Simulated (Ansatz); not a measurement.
**Relaxing NbSb in the WC type**

First guess:

```yaml
crystal:
  lattice:
    - [3.73483, 0.00000, 0.00000]
    - [-1.86742, 3.23446, 0.00000]
    - [0.00000, 0.00000, 3.66013]
  atoms:
    - { symbol: Nb, position: [0.00000, 0.00000, 0.00000] }
    - { symbol: Sb, position: [0.33333, 0.66667, 0.50000] }
```

These are results of DFT, PBE, PAW with Ansatz's default frozen-core files, scalar-relativistic (Ansatz 0.2.0), not measurements.

Cell and atoms relax within the symmetry of the start on a 11×11×10 k mesh with 0.05 eV Fermi–Dirac smearing.

The start is built from a prototype, known or not as a phase of this compound; the cutoff is 420 eV.

No spin–orbit coupling, which matters for the heavy atoms here.

**Question.** What is the pressure of the first guess?

**Answer.** -2.09 GPa.

**Question.** What does it relax to?

**Answer.** a = 3.596 Å, b = 3.596 Å, c = 3.813 Å, α = 90.00°, β = 90.00°, γ = 120.00° (conventional cell), 21.35 Å³ per atom:
```xyz
2
Lattice="3.5955 0.0000 0.0000 -1.7978 3.1138 0.0000 0.0000 0.0000 3.8132" Properties=species:S:1:pos:R:3 pbc="T T T"
Nb    0.0000    0.0000    0.0000
Sb    0.0000    2.0759    1.9066
```

**Question.** How much energy does the relaxation release?

**Answer.** 22 meV/atom.
